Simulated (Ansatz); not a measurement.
**Ansatz run, NbBAs**

The input, for Ansatz 0.2.0 (plane waves, PAW):

```yaml
crystal:
  lattice:
    - [3.272625, 0.0, 0.0]
    - [0.0, 3.272625, 0.0]
    - [0.0, 0.0, 7.348675]
  atoms:
    - { symbol: B, position: [0.0, 0.0, 0.0] }
    - { symbol: B, position: [0.5, 0.5, 0.0] }
    - { symbol: As, position: [0.5, 0.0, 0.609] }
    - { symbol: As, position: [0.0, 0.5, 0.391] }
    - { symbol: Nb, position: [0.5, 0.0, 0.256] }
    - { symbol: Nb, position: [0.0, 0.5, 0.744] }
  symmetry: { tolerance: 0.0003 }
kpoints:
  mp_grid: { grid: [10, 10, 5], shift: [0, 0, 0] }
  band_path:
    path:
      - [0.0, 0.0, 0.0]
      - [0.0, 0.5, 0.0]
      - [0.5, 0.5, 0.0]
      - [0.0, 0.0, 0.0]
      - [0.0, 0.0, 0.5]
      - [0.0, 0.5, 0.5]
      - [0.5, 0.5, 0.5]
      - [0.0, 0.0, 0.5]
      - [0.0, 0.5, 0.0]
      - [0.0, 0.5, 0.5]
      - [0.5, 0.5, 0.0]
    npoints: 6
magnetization:
  spin_polarized: false
scf:
  occupations: { method: fermi_dirac }
  lower_state_search: "off"
  max_iter: 200
hamiltonian:
  pseudopotentials: { kind: paw }
  xc: r2scan
basis:
  ecutwfc: 500
  fft_grid_basis: typed
output:
  forces: true
  stress: true
  eigenvalues: true
  bader: true
  populations: true
  elf: true
  write_potential: true
  volumetric_format: npy
  dos:
    e_range: [-12, 8]
    de: 0.05
    projected: { site_lists: { As: [As], B: [B], Nb: [Nb] } }
checkpoint:
  read: saved_state
```

The run starts from an earlier solution of this cell. 

Excerpt of what it printed:

```
Pseudopotentials: kind: paw
Pseudopotential: B, paw, valence charge 3, recommended cutoff 500 eV (meta_gga), B.paw.azcp
Pseudopotential: As, paw, valence charge 15, recommended cutoff 500 eV (meta_gga), As.paw.azcp
Pseudopotential: Nb, paw, valence charge 13, recommended cutoff 500 eV (meta_gga), Nb.paw.azcp
Functional definition: r2SCAN
  exchange = r2scan_x(k0 = k0, k1 = k1, a1 = a1)
  correlation = r2scan_c
Crystal: 6 atoms, lattice volume = 78.705 Å³
Basis set: ecut = 500 eV, 1967 PW (Γ), exchange–correlation on 96×96×216 points (64 copies of the dense FFT grid, shifted against one another)
Bands: 38, of which v1, the nominal top of the filled ones, is band 31 counted from 1 (30 counted from 0)
Symmetry: 16 space group operations
Space group: P4/nmm (ITA 129), of the structure as read, at distance tolerance 1.3e-3 Å
k-points: 63 of 500
Initial density: read from a saved state, or passed on in memory by an earlier SCF of this step, an earlier step, the calling program or the single point that the run made first
Functional: x = r2scan, c = r2scan; τ floored in thin density (d = 2e-4 eV/Å³)
SCF iter   1: F=-19169.6267 eV  Δρ=1.97e-3  dr2=1.01e-2  dr2_τ=3.37e-3
SCF iter   2: F=-19169.6321 eV  Δρ=1.10e-3  dr2=3.52e-3  dr2_τ=5.72e-5
SCF iter   3: F=-19169.6347 eV  Δρ=2.22e-4  dr2=1.54e-4  dr2_τ=1.11e-5
SCF iter   4: F=-19169.6348 eV  Δρ=1.11e-4  dr2=1.29e-5  dr2_τ=5.27e-7
SCF iter   5: F=-19169.6348 eV  Δρ=5.19e-5  dr2=2.86e-6  dr2_τ=2.21e-7
SCF iter   6: F=-19169.6348 eV  Δρ=1.68e-5  dr2=2.01e-7  dr2_τ=8.24e-9
SCF iter   7: F=-19169.6348 eV  Δρ=3.22e-6  dr2=1.80e-8  dr2_τ=3.72e-10
Free energy (F): -19169.6348 eV
Harris-Foulkes:  -19169.6348 eV  (|F-HF|=8.23e-9)
Internal energy: -19169.5755 eV  (E = F + TS)
E sigma→0 (E₀):  -19169.6051 eV
Entropy (-TS):   -0.0593 eV (-9.891 meV/atom)
Fermi energy:    15.8669 eV
--- Per-component energies (eV) ---
  E_band       = -465.8295
  E_kinetic    = 1096.2264
  E_local      = -5646.7136  (includes V_loc(G=0)·N_el)
  E_nonlocal   = -1079.4247
  E_hartree    = 2817.2253
  E_xc         = -555.3941
  E_vxc        = -731.3299  (∫ρ·V_xc dr)
  E_paw        = -10035.7684  (= ΣΔE_a)
  E_vpaw       = 218.5900  (= ΣTr[D̂ρ^β])
  E_aug_tail   =  0.0000  (compensation charges beyond the density's cutoff)
  E_vtau       = 42.3765  (kinetic-family band-sum trace: ∫τ·v_τ [+ j·A + Jᵃ·Aᵃ] dr)
  E_ewald      = -5762.3899
  E_core_change = -3.3366  (= ΣΔE_core)
  E_smearing   = -0.0593  (= −TS)
--- Forces (eV/Å), atoms counted from 1 ---
  atom   1  B      0.0000     0.0000     0.0000
  atom   2  B      0.0000     0.0000     0.0000
  atom   3  As     0.0000     0.0000     0.4458
  atom   4  As     0.0000     0.0000    -0.4458
  atom   5  Nb     0.0000     0.0000    -3.7044
  atom   6  Nb     0.0000     0.0000     3.7044
--- Stress (GPa, compression-positive) ---
       12.7779       0.0000       0.0000
        0.0000      12.7779       0.0000
        0.0000       0.0000      16.6314
  P = ⅓ Tr σ = 14.0624 GPa (140.624 kbar)
--- Löwdin populations: 6 sites ---
  site symbol       q [e]
     0      B      3.2849
     1      B      3.2849
     2     As     14.8957
     3     As     14.8957
     4     Nb     12.7252
     5     Nb     12.7252
  spilling = 0.0030 (of n_electrons = 62.0000)
```

Origin: a known structure type with other elements, at an estimated volume, so it need not be a known compound. Caveats: atoms or cell far from equilibrium.
